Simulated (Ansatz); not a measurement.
The relaxed structure here is a generated cell of Be: the first start was made by placing the elements on the sites of a structure type, and the end was not matched to a known phase here, so it may be hypothetical. Known forms of Be include space group No. 194.

A relaxed cell of Be (I4₁/amd (No. 141)), relaxed on a k-mesh at least as fine as the one used below. The numbers are results of r2SCAN (plane waves to 500 eV, PAW, scalar-relativistic; Ansatz, a first-principles code), not measurements. Γ-centred k-mesh 17×17×17 on the run's cell (coarser than for final values), Fermi–Dirac smearing 0.05 eV.

```yaml
crystal:
  lattice:
    - [-4.19785, 4.19785, 2.12030]
    - [0.00000, 0.00000, 2.12030]
    - [0.00000, 4.19785, 0.00000]
  atoms:
    - { symbol: Be, position: [0.00000, 0.25000, 0.50000] }
    - { symbol: Be, position: [0.50000, 0.25000, 0.50000] }
    - { symbol: Be, position: [0.00000, 0.00000, 0.00000] }
    - { symbol: Be, position: [0.50000, 0.00000, 0.00000] }
```

The atoms are displaced along an unstable phonon of this cell by (Å):

```json
[
 {"atom": "Be1", "ux": "0.000", "uy": "-0.150", "uz": "0.000"},
 {"atom": "Be2", "ux": "0.000", "uy": "0.150", "uz": "0.000"},
 {"atom": "Be3", "ux": "0.000", "uy": "-0.150", "uz": "0.000"},
 {"atom": "Be4", "ux": "0.000", "uy": "0.150", "uz": "0.000"}
]
```

Question: What forces (eV/Å) and pressure result?

Answer: 
```csv
atom,Fx,Fy,Fz
Be1,0.00,-0.83,0.05
Be2,0.00,0.83,0.05
Be3,0.00,-0.83,-0.05
Be4,0.00,0.83,-0.05
```

Pressure -2.0 GPa.

Question: Estimate the energy cost of the displacement in the harmonic approximation and compare with the calculation.

Answer: For a harmonic well ΔE = −½ Σ F·u = -0.248 eV a cell, or -62 meV/atom. The calculated energy relative to the undisplaced cell is -0.07 eV/atom, so the harmonic estimate holds well.

The undisplaced cell is probably no minimum: from this displacement the run went on to P6₃/mmc (No. 194), 0.76 eV/atom below it.

No spin polarisation in the result.
